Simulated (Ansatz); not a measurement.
Start of a relaxation, Br put at a bridge Ti-Al site (TiAl, P4/mmm (No. 123), (1 1 0) face):

```xyz
9
Lattice="3.9530 0.0000 0.0000 0.0000 4.0387 0.0000 0.0000 0.0000 24.9294" Properties=species:S:1:pos:R:3 pbc="T T T"
Ti    1.9765    0.0000    8.5000
Al    0.0000    2.0194    8.5000
Ti    0.0000    0.0000   10.4765
Al    1.9765    2.0194   10.4765
Ti    1.9765    0.0000   12.4375
Al    0.0000    2.0194   12.4776
Ti    0.0000    0.0000   14.3478
Al    1.9765    2.0194   14.4099
Br    0.9882    3.0291   16.7699
```

These are results of DFT PBEsol, scalar-relativistic, plane waves, PAW (Ansatz), not measurements. Settings: cutoff 420 eV, Γ-centred mesh 7×7×1 on the computed 9-atom cell, Gaussian smearing of 0.10 eV; no spin polarisation. The cell repeats along c with a dipole correction in the vacuum.

Atoms 1, 2, 3, 4 (counted from 1) are held. The cell is fixed. Force threshold 0.03 eV/Å.

(1) Where does it end?

The end is the local minimum or symmetric point that this start leads to. The slab is only 5.9 Å thick, so the energy isn't converged with thickness.

Spin polarisation was left out, and a magnetic state may lie lower.

## Answers

(1) The energy falls by 0.543 eV in 14 steps, to:

```xyz
9
Lattice="3.9530 0.0000 0.0000 0.0000 4.0387 0.0000 0.0000 0.0000 24.9294" Properties=species:S:1:pos:R:3 pbc="T T T"
Ti    1.9765    0.0000    8.5000
Al    0.0000    2.0194    8.5000
Ti    0.0000    0.0000   10.4765
Al    1.9765    2.0194   10.4765
Ti    1.9761    0.0000   12.4751
Al   -0.0004    2.0194   12.4191
Ti   -0.0008    0.0000   14.3825
Al    1.9758    2.0193   14.2432
Br   -0.0025    2.0195   16.2787
```